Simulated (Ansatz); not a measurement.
A distorted cell of GaN (zinc blende):

```
GaN
1.0
    0.00000     4.54850     4.54850
    2.27425     2.27425     4.54850
    2.27425     2.27425     0.00000
N Ga
2 2
Direct
  0.00000   0.75000   0.75000
  0.50000   0.75000   0.75000
  0.00000   0.98901   0.01099
  0.50000   0.01099   0.98901
```

Method: PBE (plane waves to 420 eV, PAW, scalar-relativistic; Ansatz, a first-principles code). k mesh 12×12×12 (Γ-centred), Fermi-Dirac smearing 0.05 eV. Compression counts positive. GaN was relaxed with its symmetry unable to fall.

Q: Predict the force on every atom, in eV/Å.

A: 
| atom | Fx | Fy | Fz |
|---|---|---|---|
| N1 | 0.000 | 0.000 | 0.000 |
| N2 | 0.000 | 0.000 | 0.000 |
| Ga3 | 0.000 | 0.000 | 1.405 |
| Ga4 | 0.000 | 0.000 | -1.405 |

Q: What is the stress tensor (GPa)?

A: 
```
   0.61     0.00     0.00
   0.00     0.61     0.00
   0.00     0.00    -0.24
```
The pressure, a third of the trace, is 0.33 GPa.

(A displaced cell: forces are minus the slopes of the energy, force constants its curvatures, and phonons follow from these.)
